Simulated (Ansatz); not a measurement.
Ge3N4:
```yaml
crystal:
  lattice:
    - [0.00000, 4.11562, 4.11562]
    - [4.11562, 0.00000, 4.11562]
    - [4.11562, 4.11562, 0.00000]
  atoms:
    - { symbol: Ge, position: [0.62500, 0.62500, 0.62500] }
    - { symbol: Ge, position: [0.12500, 0.62500, 0.62500] }
    - { symbol: Ge, position: [0.62500, 0.12500, 0.62500] }
    - { symbol: Ge, position: [0.62500, 0.62500, 0.12500] }
    - { symbol: Ge, position: [0.25000, 0.25000, 0.25000] }
    - { symbol: Ge, position: [0.00000, 0.00000, 0.00000] }
    - { symbol: N, position: [0.86688, 0.86688, 0.86688] }
    - { symbol: N, position: [0.39935, 0.86688, 0.86688] }
    - { symbol: N, position: [0.86688, 0.39935, 0.86688] }
    - { symbol: N, position: [0.86688, 0.86688, 0.39935] }
    - { symbol: N, position: [0.38312, 0.38312, 0.38312] }
    - { symbol: N, position: [0.85065, 0.38312, 0.38312] }
    - { symbol: N, position: [0.38312, 0.85065, 0.38312] }
    - { symbol: N, position: [0.38312, 0.38312, 0.85065] }
```

Relaxed with PBEsol.

Q: Give the Bader charges and basin volumes of the independent atoms, DFT-PBEsol in the program Ansatz with PAW potentials.

A: 

```json
[
 {"atom": "Ge1", "Bader charge (e)": "+2.07", "Bader volume (Å³)": "7.1"},
 {"atom": "Ge5", "Bader charge (e)": "+1.94", "Bader volume (Å³)": "9.6"},
 {"atom": "N7", "Bader charge (e)": "-1.52", "Bader volume (Å³)": "11.5"}
]
```

Space group Fd-3m. Symmetry was held in the PBEsol relaxation.

Potentials: the later of the program's two PAW sets.
